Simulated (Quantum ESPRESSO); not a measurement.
## Band energies of BaAlGeH at -3 % isotropic strain

```xyz
4
Lattice="4.2003 0.0000 0.0000 -2.1001 3.6375 0.0000 0.0000 0.0000 4.9285" Properties=species:S:1:pos:R:3 pbc="T T T"
H      0.0000     0.0000     4.8515
Al     0.0000     0.0000     3.1209
Ge     2.1001     1.2125     2.7252
Ba     0.0000     2.4250     0.4705
```

norm-conserving PBEsol (Quantum ESPRESSO, 78 Ry, no spin-orbit coupling); path ΓMKΓALHA,LM,KH; energies in eV from the valence-band maximum.

```
k (1/Å)  point  band 10  band 11  band 12  band 13  band 14  band 15  band 16  band 17
-------  -----  -------  -------  -------  -------  -------  -------  -------  -------
0.00         Γ    -9.73    -4.25    -0.74    -0.63    -0.63     1.33     3.35     3.35
0.54              -8.52    -5.13    -2.68    -1.05    -0.75     1.27     2.75     3.42
0.86         M    -7.74    -5.96    -3.20    -1.23    -0.78     0.83     2.73     3.20
1.11              -7.62    -5.75    -3.19    -2.27    -0.73     0.98     2.78     3.93
1.36         K    -7.46    -5.53    -3.48    -2.68    -0.91     1.05     3.03     3.91
1.69              -8.08    -5.30    -2.77    -2.29    -0.71     1.47     2.24     3.81
2.25              -9.66    -4.27    -0.93    -0.71    -0.66     1.63     3.13     3.34
2.36         Γ    -9.73    -4.25    -0.74    -0.63    -0.63     1.33     3.35     3.35
2.78              -8.76    -5.08    -0.33    -0.33    -0.24     1.81     2.08     2.08
3.00         A    -8.39    -5.43    -0.20    -0.20     0.00     1.86     1.86     1.86
3.32              -8.36    -4.97    -2.25    -0.99    -0.62     1.77     2.89     2.92
3.86         L    -8.22    -5.31    -3.43    -1.90    -0.73     1.80     3.95     4.77
4.36         H    -7.92    -6.00    -3.05    -2.29    -0.43     3.52     4.12     4.92
4.86              -8.30    -4.80    -3.12    -1.66    -0.82     2.37     3.23     3.58
5.36         A    -8.39    -5.43    -0.20    -0.20     0.00     1.86     1.86     1.86
5.36         L    -8.22    -5.31    -3.43    -1.90    -0.73     1.80     3.95     4.77
5.72              -7.92    -5.79    -3.14    -1.53    -0.76     0.82     3.12     3.93
5.99         M    -7.74    -5.96    -3.20    -1.23    -0.78     0.83     2.73     3.20
5.99         K    -7.46    -5.53    -3.48    -2.68    -0.91     1.05     3.03     3.91
6.10              -7.49    -5.56    -3.41    -2.72    -0.88     1.22     3.12     3.96
6.63         H    -7.92    -6.00    -3.05    -2.29    -0.43     3.52     4.12     4.92
```

The PBEsol gap is 0.71 eV; at least one edge lies off the plotted path, at a point of the SCF mesh. The smallest direct gap is 1.37 eV.

Spin-orbit splittings are left out.

Geometry strained from the cell relaxed with PBEsol, atoms relaxed again.
